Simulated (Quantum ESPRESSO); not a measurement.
Zn₃Se₂ClF (made-up cell, one site empty), Si₂BN₃O (made-up cell, one site empty) (calculated)

All values are calculated (Quantum ESPRESSO 7.5). Calculation on a made-up crystal cell, not a measurement, with one named mistake planted (healthy values lack it): periodic Kohn-Sham density functional theory in plane waves with PseudoDojo standard norm-conserving scalar-relativistic pseudopotentials, each functional with its own files (v0.5 for PBE, v0.4.1 for LDA and PBEsol), no spin polarisation, no spin-orbit coupling, atoms not relaxed, stress positive in tension, energies less a fixed whole-eV offset for each atom's element; levels are Kohn-Sham levels at fractions of this cell's reciprocal vectors, counted from the reference band (half the neutral cell's valence electrons, rounded up) at Gamma; error bars cover cutoff and k-mesh only, not smearing or the files; each bar is the largest change over components, and at least 0.002 eV, 0.002 eV per angstrom or 0.02 GPa; a charged cell sits in a uniform background, with energy and stress on this program's zero of potential; energies are for the whole cell, and the offsets were chosen from early runs and are not element reference energies; a distance is the largest change of any value in units of its error bar (the energy's for the smearing term), a scale change is of lengths, and a coarse mesh keeps the half-step shift; machines and their load varied, so run times do not measure scaling.

Common to all entries: intended functional pbe; intended fermi dirac smearing 0.025 eV; intended scf tolerance 1e-07 eV; intended electrons removed 0; healthy smearing term minus ts 0 eV; faulty run command pw.x -nk 1 -in in; faulty run processor AMD EPYC, Zen 5 class, virtual cores; structure shown as intended, without the mistake.

(1) 
```cif
# cell vector a (Å): 5.1788 0.0000 0.0000
# cell vector b (Å): 0.0000 5.1788 0.0000
# cell vector c (Å): 0.0000 0.0000 5.1788
data_Zn3Se2ClF
_symmetry_space_group_name_H-M 'P 1'
_symmetry_Int_Tables_number 1
_cell_length_a 5.1788
_cell_length_b 5.1788
_cell_length_c 5.1788
_cell_angle_alpha 90.000
_cell_angle_beta 90.000
_cell_angle_gamma 90.000
_cell_volume 138.90
loop_
_atom_site_label
_atom_site_type_symbol
_atom_site_fract_x
_atom_site_fract_y
_atom_site_fract_z
_atom_site_occupancy
Zn1 Zn 0.98509 0.49392 0.49156 1
Zn2 Zn 0.50247 0.00039 0.50517 1
Zn3 Zn 0.49844 0.51371 0.00541 1
Se1 Se 0.23803 0.25884 0.24289 1
Cl1 Cl 0.25402 0.74679 0.76014 1
Se2 Se 0.75168 0.24660 0.74409 1
F1 F 0.74062 0.74689 0.25537 1
_calc_lattice_type 'zincblende/diamond'
_calc_empty_site 1
_calc_intended_cutoff 1170  # eV
_calc_healthy_free_energy_less_offsets 3.756  # eV
_calc_healthy_scf_iterations 10
_calc_healthy_pressure 12.26  # GPa
_calc_healthy_stress_xx -13.6  # GPa
_calc_healthy_stress_yy -9.62  # GPa
_calc_healthy_stress_zz -13.56  # GPa
_calc_healthy_stress_yz 1.8  # GPa
_calc_healthy_stress_xz 1.87  # GPa
_calc_healthy_stress_xy -2.33  # GPa
_calc_healthy_reference_band 53
_calc_fault_kind 'wide smearing'
_calc_fault_smearing 0.84  # eV
_calc_intended_k_mesh '4 x 4 x 4, shifted by half a step'
_calc_faulty_free_energy_less_offsets 2.834  # eV
_calc_faulty_scf_iterations 11
_calc_faulty_smearing_term_minus_ts -2.913  # eV
_calc_faulty_pressure 13.48  # GPa
_calc_faulty_stress_xx -14.2  # GPa
_calc_faulty_stress_yy -12.12  # GPa
_calc_faulty_stress_zz -14.12  # GPa
_calc_faulty_stress_yz 1.815  # GPa
_calc_faulty_stress_xz 2.392  # GPa
_calc_faulty_stress_xy -2.36  # GPa
_calc_faulty_reference_band 53
_calc_other_mistakes_compared 7
_calc_distance_from_healthy 1155  # error bars
_calc_distance_from_nearest_other_mistake 1155  # error bars
_calc_healthy_error_bar_energy 0.002523  # eV
_calc_healthy_error_bar_stress 0.02  # GPa
_calc_healthy_error_bar_force 0.002  # eV/angstrom
_calc_healthy_error_bar_next_band_up 0.002  # eV
_calc_faulty_wall_time_of_scf_and_band_steps_on_a_shared_machine 675.3  # s
```

Atoms:
```
atoms element  atom site  atom energy offset (eV)
           Zn          2                    -5687
           Zn          3                    -5687
           Zn          4                    -5687
           Se          5                    -3300
           Cl          6                     -449
           Se          7                    -3300
            F          8                     -677
```

Healthy forces:
```
site  x (eV/Å)  y (eV/Å)  z (eV/Å)
   2    -0.389     1.432    -0.565
   3    -0.346    -0.473    -1.477
   4     1.423    -0.255     0.726
   5    -0.157    -1.527    -1.223
   6    -1.097     1.218    -0.315
   7     0.978     -0.28     2.482
   8    -0.412    -0.116     0.373
```

Healthy levels:
```
level k point  next band up (eV)
        Gamma              0.943
(1/2,1/2,1/2)              1.499
   (0.15,0,0)              1.282
   (0,0.15,0)              1.425
   (0,0,0.15)               1.28
```

Faulty forces:
```
site  x (eV/Å)  y (eV/Å)  z (eV/Å)
   2   -0.4798      1.93    -0.633
   3   -0.2084   -0.9225    -1.567
   4     1.552    0.2122    0.7928
   5   -0.1934    -1.714    -1.105
   6    -1.218     1.085   -0.2067
   7    0.8445   -0.4518     2.465
   8   -0.2977    -0.138    0.2544
```

Faulty levels:
```
level k point  next band up (eV)
        Gamma              1.223
(1/2,1/2,1/2)              1.791
   (0.15,0,0)              1.561
   (0,0.15,0)              1.691
   (0,0,0.15)               1.56
```

(2) 
```cif
# cell vector a (Å): 5.1788 0.0000 0.0000
# cell vector b (Å): 0.0000 5.1788 0.0000
# cell vector c (Å): 0.0000 0.0000 5.1788
data_Zn3Se2ClF
_symmetry_space_group_name_H-M 'P 1'
_symmetry_Int_Tables_number 1
_cell_length_a 5.1788
_cell_length_b 5.1788
_cell_length_c 5.1788
_cell_angle_alpha 90.000
_cell_angle_beta 90.000
_cell_angle_gamma 90.000
_cell_volume 138.90
loop_
_atom_site_label
_atom_site_type_symbol
_atom_site_fract_x
_atom_site_fract_y
_atom_site_fract_z
_atom_site_occupancy
Zn1 Zn 0.98509 0.49392 0.49156 1
Zn2 Zn 0.50247 0.00039 0.50517 1
Zn3 Zn 0.49844 0.51371 0.00541 1
Se1 Se 0.23803 0.25884 0.24289 1
Cl1 Cl 0.25402 0.74679 0.76014 1
Se2 Se 0.75168 0.24660 0.74409 1
F1 F 0.74062 0.74689 0.25537 1
_calc_lattice_type 'zincblende/diamond'
_calc_empty_site 1
_calc_intended_cutoff 1170  # eV
_calc_healthy_free_energy_less_offsets 3.756  # eV
_calc_healthy_scf_iterations 10
_calc_healthy_pressure 12.26  # GPa
_calc_healthy_stress_xx -13.6  # GPa
_calc_healthy_stress_yy -9.62  # GPa
_calc_healthy_stress_zz -13.56  # GPa
_calc_healthy_stress_yz 1.8  # GPa
_calc_healthy_stress_xz 1.87  # GPa
_calc_healthy_stress_xy -2.33  # GPa
_calc_healthy_reference_band 53
_calc_fault_kind 'wrong charge'
_calc_fault_electrons_removed -1
_calc_intended_k_mesh '4 x 4 x 4, shifted by half a step'
_calc_faulty_free_energy_less_offsets 13.98  # eV
_calc_faulty_scf_iterations 11
_calc_faulty_smearing_term_minus_ts -0.00416  # eV
_calc_faulty_pressure 30.22  # GPa
_calc_faulty_stress_xx -31.21  # GPa
_calc_faulty_stress_yy -28.27  # GPa
_calc_faulty_stress_zz -31.19  # GPa
_calc_faulty_stress_yz 1.677  # GPa
_calc_faulty_stress_xz 1.266  # GPa
_calc_faulty_stress_xy -2.265  # GPa
_calc_faulty_reference_band 53
_calc_other_mistakes_compared 7
_calc_distance_from_healthy 4054  # error bars
_calc_distance_from_nearest_other_mistake 1827  # error bars
_calc_healthy_error_bar_energy 0.002523  # eV
_calc_healthy_error_bar_stress 0.02  # GPa
_calc_healthy_error_bar_force 0.002  # eV/angstrom
_calc_healthy_error_bar_next_band_up 0.002  # eV
_calc_faulty_wall_time_of_scf_and_band_steps_on_a_shared_machine 500.1  # s
```

Atoms:
```
atoms element  atom site  atom energy offset (eV)
           Zn          2                    -5687
           Zn          3                    -5687
           Zn          4                    -5687
           Se          5                    -3300
           Cl          6                     -449
           Se          7                    -3300
            F          8                     -677
```

Healthy forces:
```
site  x (eV/Å)  y (eV/Å)  z (eV/Å)
   2    -0.389     1.432    -0.565
   3    -0.346    -0.473    -1.477
   4     1.423    -0.255     0.726
   5    -0.157    -1.527    -1.223
   6    -1.097     1.218    -0.315
   7     0.978     -0.28     2.482
   8    -0.412    -0.116     0.373
```

Healthy levels:
```
level k point  next band up (eV)
        Gamma              0.943
(1/2,1/2,1/2)              1.499
   (0.15,0,0)              1.282
   (0,0.15,0)              1.425
   (0,0,0.15)               1.28
```

Faulty forces:
```
site  x (eV/Å)  y (eV/Å)  z (eV/Å)
   2   -0.5639     2.096   -0.7179
   3   -0.0564   -0.9541    -1.732
   4     1.698    0.3199    0.8695
   5   -0.2597    -1.797     -0.95
   6     -1.43    0.9602  -0.05732
   7    0.7229   -0.5317      2.57
   8   -0.1107  -0.09357    0.0182
```

Faulty levels:
```
level k point  next band up (eV)
        Gamma              1.067
(1/2,1/2,1/2)              1.656
   (0.15,0,0)              1.415
   (0,0.15,0)              1.554
   (0,0,0.15)              1.414
```

(3) 
```cif
# cell vector a (Å): 2.7653 0.0484 -0.0459
# cell vector b (Å): 0.0839 4.8781 -0.0178
# cell vector c (Å): -0.0749 -0.0168 4.5233
data_Si2BN3O
_symmetry_space_group_name_H-M 'P 1'
_symmetry_Int_Tables_number 1
_cell_length_a 2.7661
_cell_length_b 4.8789
_cell_length_c 4.5240
_cell_angle_alpha 90.438
_cell_angle_beta 91.903
_cell_angle_gamma 88.009
_cell_volume 60.98
loop_
_atom_site_label
_atom_site_type_symbol
_atom_site_fract_x
_atom_site_fract_y
_atom_site_fract_z
_atom_site_occupancy
B1 B 0.99932 0.99842 0.99707 1
Si1 Si 0.49674 0.50304 0.00191 1
Si2 Si 0.01786 0.66310 0.51315 1
O1 O 0.98481 0.00976 0.36082 1
N1 N 0.51636 0.48667 0.38743 1
N2 N 0.49898 0.15974 0.88419 1
N3 N 0.99113 0.66834 0.86848 1
_calc_lattice_type 'wurtzite'
_calc_empty_site 3
_calc_intended_cutoff 1143  # eV
_calc_healthy_free_energy_less_offsets 0.184  # eV
_calc_healthy_scf_iterations 12
_calc_healthy_pressure 7.18  # GPa
_calc_healthy_stress_xx -17.4  # GPa
_calc_healthy_stress_yy 22.43  # GPa
_calc_healthy_stress_zz -26.58  # GPa
_calc_healthy_stress_yz -5.54  # GPa
_calc_healthy_stress_xz -4.59  # GPa
_calc_healthy_stress_xy 5.59  # GPa
_calc_healthy_reference_band 16
_calc_fault_kind 'low cutoff'
_calc_fault_cutoff 801  # eV
_calc_intended_k_mesh '6 x 4 x 4, shifted by half a step'
_calc_faulty_free_energy_less_offsets 0.5646  # eV
_calc_faulty_scf_iterations 12
_calc_faulty_smearing_term_minus_ts 0  # eV
_calc_faulty_pressure 0.1496  # GPa
_calc_faulty_stress_xx -10.19  # GPa
_calc_faulty_stress_yy 29.35  # GPa
_calc_faulty_stress_zz -19.6  # GPa
_calc_faulty_stress_yz -5.515  # GPa
_calc_faulty_stress_xz -4.506  # GPa
_calc_faulty_stress_xy 5.553  # GPa
_calc_faulty_reference_band 16
_calc_other_mistakes_compared 7
_calc_distance_from_healthy 257.7  # error bars
_calc_distance_from_nearest_other_mistake 297  # error bars
_calc_healthy_error_bar_energy 0.002  # eV
_calc_healthy_error_bar_stress 0.02798  # GPa
_calc_healthy_error_bar_force 0.003291  # eV/angstrom
_calc_healthy_error_bar_next_band_up 0.002  # eV
_calc_faulty_wall_time_of_scf_and_band_steps_on_a_shared_machine 75.7  # s
```

Atoms:
```
atoms element  atom site  atom energy offset (eV)
            B          1                      -79
           Si          2                     -115
           Si          4                     -115
            O          5                     -452
            N          6                     -283
            N          7                     -283
            N          8                     -283
```

Healthy forces:
```
site  x (eV/Å)  y (eV/Å)  z (eV/Å)
   1    -0.409     3.985     2.136
   2     0.937    -5.824     2.155
   4    -0.712     3.819    -7.659
   5     0.543    -5.051    -1.828
   6     0.305     2.195    -0.676
   7    -0.137    -1.607     1.866
   8    -0.526     2.482     4.006
```

Healthy levels:
```
level k point  next band up (eV)
        Gamma              2.907
(1/2,1/2,1/2)              2.289
   (0.15,0,0)              3.756
   (0,0.15,0)               3.02
   (0,0,0.15)               2.97
```

Faulty forces:
```
site  x (eV/Å)  y (eV/Å)  z (eV/Å)
   1   -0.4059     3.979      2.13
   2    0.9375    -5.825     2.157
   4    -0.713     3.824    -7.665
   5    0.5342    -5.056    -1.801
   6    0.3108     2.205   -0.6783
   7   -0.1325    -1.594     1.853
   8   -0.5312     2.467     4.003
```

Faulty levels:
```
level k point  next band up (eV)
        Gamma              2.905
(1/2,1/2,1/2)              2.288
   (0.15,0,0)              3.757
   (0,0.15,0)              3.019
   (0,0,0.15)              2.969
```

(4) 
```cif
# cell vector a (Å): 2.7653 0.0484 -0.0459
# cell vector b (Å): 0.0839 4.8781 -0.0178
# cell vector c (Å): -0.0749 -0.0168 4.5233
data_Si2BN3O
_symmetry_space_group_name_H-M 'P 1'
_symmetry_Int_Tables_number 1
_cell_length_a 2.7661
_cell_length_b 4.8789
_cell_length_c 4.5240
_cell_angle_alpha 90.438
_cell_angle_beta 91.903
_cell_angle_gamma 88.009
_cell_volume 60.98
loop_
_atom_site_label
_atom_site_type_symbol
_atom_site_fract_x
_atom_site_fract_y
_atom_site_fract_z
_atom_site_occupancy
B1 B 0.99932 0.99842 0.99707 1
Si1 Si 0.49674 0.50304 0.00191 1
Si2 Si 0.01786 0.66310 0.51315 1
O1 O 0.98481 0.00976 0.36082 1
N1 N 0.51636 0.48667 0.38743 1
N2 N 0.49898 0.15974 0.88419 1
N3 N 0.99113 0.66834 0.86848 1
_calc_lattice_type 'wurtzite'
_calc_empty_site 3
_calc_intended_cutoff 1143  # eV
_calc_healthy_free_energy_less_offsets 0.184  # eV
_calc_healthy_scf_iterations 12
_calc_healthy_pressure 7.18  # GPa
_calc_healthy_stress_xx -17.4  # GPa
_calc_healthy_stress_yy 22.43  # GPa
_calc_healthy_stress_zz -26.58  # GPa
_calc_healthy_stress_yz -5.54  # GPa
_calc_healthy_stress_xz -4.59  # GPa
_calc_healthy_stress_xy 5.59  # GPa
_calc_healthy_reference_band 16
_calc_fault_kind 'wide smearing'
_calc_fault_smearing 0.6  # eV
_calc_intended_k_mesh '6 x 4 x 4, shifted by half a step'
_calc_faulty_free_energy_less_offsets 0.04214  # eV
_calc_faulty_scf_iterations 11
_calc_faulty_smearing_term_minus_ts -0.5803  # eV
_calc_faulty_pressure 8.238  # GPa
_calc_faulty_stress_xx -17.36  # GPa
_calc_faulty_stress_yy 19.9  # GPa
_calc_faulty_stress_zz -27.25  # GPa
_calc_faulty_stress_yz -5.152  # GPa
_calc_faulty_stress_xz -4.265  # GPa
_calc_faulty_stress_xy 5.389  # GPa
_calc_faulty_reference_band 16
_calc_other_mistakes_compared 7
_calc_distance_from_healthy 290.2  # error bars
_calc_distance_from_nearest_other_mistake 290.2  # error bars
_calc_healthy_error_bar_energy 0.002  # eV
_calc_healthy_error_bar_stress 0.02798  # GPa
_calc_healthy_error_bar_force 0.003291  # eV/angstrom
_calc_healthy_error_bar_next_band_up 0.002  # eV
_calc_faulty_wall_time_of_scf_and_band_steps_on_a_shared_machine 139.4  # s
```

Atoms:
```
atoms element  atom site  atom energy offset (eV)
            B          1                      -79
           Si          2                     -115
           Si          4                     -115
            O          5                     -452
            N          6                     -283
            N          7                     -283
            N          8                     -283
```

Healthy forces:
```
site  x (eV/Å)  y (eV/Å)  z (eV/Å)
   1    -0.409     3.985     2.136
   2     0.937    -5.824     2.155
   4    -0.712     3.819    -7.659
   5     0.543    -5.051    -1.828
   6     0.305     2.195    -0.676
   7    -0.137    -1.607     1.866
   8    -0.526     2.482     4.006
```

Healthy levels:
```
level k point  next band up (eV)
        Gamma              2.907
(1/2,1/2,1/2)              2.289
   (0.15,0,0)              3.756
   (0,0.15,0)               3.02
   (0,0,0.15)               2.97
```

Faulty forces:
```
site  x (eV/Å)  y (eV/Å)  z (eV/Å)
   1   -0.3822     3.797     1.945
   2    0.9369    -5.556      2.14
   4   -0.6889     3.548    -7.401
   5    0.5361    -4.779    -1.875
   6    0.3067     2.153   -0.6519
   7   -0.1588    -1.785       1.9
   8   -0.5497     2.623     3.943
```

Faulty levels:
```
level k point  next band up (eV)
        Gamma              3.178
(1/2,1/2,1/2)              2.508
   (0.15,0,0)              3.955
   (0,0.15,0)              3.293
   (0,0,0.15)              3.232
```

(5) 
```cif
# cell vector a (Å): 2.7653 0.0484 -0.0459
# cell vector b (Å): 0.0839 4.8781 -0.0178
# cell vector c (Å): -0.0749 -0.0168 4.5233
data_Si2BN3O
_symmetry_space_group_name_H-M 'P 1'
_symmetry_Int_Tables_number 1
_cell_length_a 2.7661
_cell_length_b 4.8789
_cell_length_c 4.5240
_cell_angle_alpha 90.438
_cell_angle_beta 91.903
_cell_angle_gamma 88.009
_cell_volume 60.98
loop_
_atom_site_label
_atom_site_type_symbol
_atom_site_fract_x
_atom_site_fract_y
_atom_site_fract_z
_atom_site_occupancy
B1 B 0.99932 0.99842 0.99707 1
Si1 Si 0.49674 0.50304 0.00191 1
Si2 Si 0.01786 0.66310 0.51315 1
O1 O 0.98481 0.00976 0.36082 1
N1 N 0.51636 0.48667 0.38743 1
N2 N 0.49898 0.15974 0.88419 1
N3 N 0.99113 0.66834 0.86848 1
_calc_lattice_type 'wurtzite'
_calc_empty_site 3
_calc_intended_cutoff 1143  # eV
_calc_healthy_free_energy_less_offsets 0.184  # eV
_calc_healthy_scf_iterations 12
_calc_healthy_pressure 7.18  # GPa
_calc_healthy_stress_xx -17.4  # GPa
_calc_healthy_stress_yy 22.43  # GPa
_calc_healthy_stress_zz -26.58  # GPa
_calc_healthy_stress_yz -5.54  # GPa
_calc_healthy_stress_xz -4.59  # GPa
_calc_healthy_stress_xy 5.59  # GPa
_calc_healthy_reference_band 16
_calc_fault_kind 'wrong functional'
_calc_fault_functional 'pbesol'
_calc_intended_k_mesh '6 x 4 x 4, shifted by half a step'
_calc_faulty_stress_xx ?
```

Atoms:
```
atoms element  atom site  atom energy offset (eV)
            B          1                      -79
           Si          2                     -115
           Si          4                     -115
            O          5                     -452
            N          6                     -283
            N          7                     -283
            N          8                     -283
```

Healthy forces:
```
site  x (eV/Å)  y (eV/Å)  z (eV/Å)
   1    -0.409     3.985     2.136
   2     0.937    -5.824     2.155
   4    -0.712     3.819    -7.659
   5     0.543    -5.051    -1.828
   6     0.305     2.195    -0.676
   7    -0.137    -1.607     1.866
   8    -0.526     2.482     4.006
```

Healthy levels:
```
level k point  next band up (eV)
        Gamma              2.907
(1/2,1/2,1/2)              2.289
   (0.15,0,0)              3.756
   (0,0.15,0)               3.02
   (0,0,0.15)               2.97
```

To be estimated
1. What faulty stress xx does the calculation give for Si₂BN₃O (made-up cell, one site empty) (entry 5)?

## Answers
1. -12.54 GPa

Further results for Si₂BN₃O (made-up cell, one site empty) (entry 5):

```
faulty free energy less offsets                            : 3.793 eV
faulty scf iterations                                      : 12
faulty smearing term minus ts                              : 0 eV
faulty pressure                                            : 2.278 GPa
faulty stress yy                                           : 27.12 GPa
faulty stress zz                                           : -21.41 GPa
faulty stress yz                                           : -5.53 GPa
faulty stress xz                                           : -4.521 GPa
faulty stress xy                                           : 5.548 GPa
faulty reference band                                      : 16
other mistakes compared                                    : 7
distance from healthy                                      : 1804 error bars
distance from nearest other mistake                        : 1614 error bars
healthy error bar energy                                   : 0.002 eV
healthy error bar stress                                   : 0.02798 GPa
healthy error bar force                                    : 0.003291 eV/Å
healthy error bar next band up                             : 0.002 eV
faulty wall time of scf and band steps on a shared machine : 98.9 s
```

Faulty forces:
```
site  x (eV/Å)  y (eV/Å)  z (eV/Å)
   1   -0.3907     3.919      2.15
   2    0.9343    -5.777     2.131
   4   -0.7055     3.834    -7.619
   5    0.5301    -5.065     -1.85
   6    0.3074     2.186   -0.6761
   7   -0.1463    -1.564     1.878
   8   -0.5292     2.466     3.987
```

Faulty levels:
```
level k point  next band up (eV)
        Gamma              2.806
(1/2,1/2,1/2)              2.189
   (0.15,0,0)              3.641
   (0,0.15,0)              2.919
   (0,0,0.15)              2.866
```
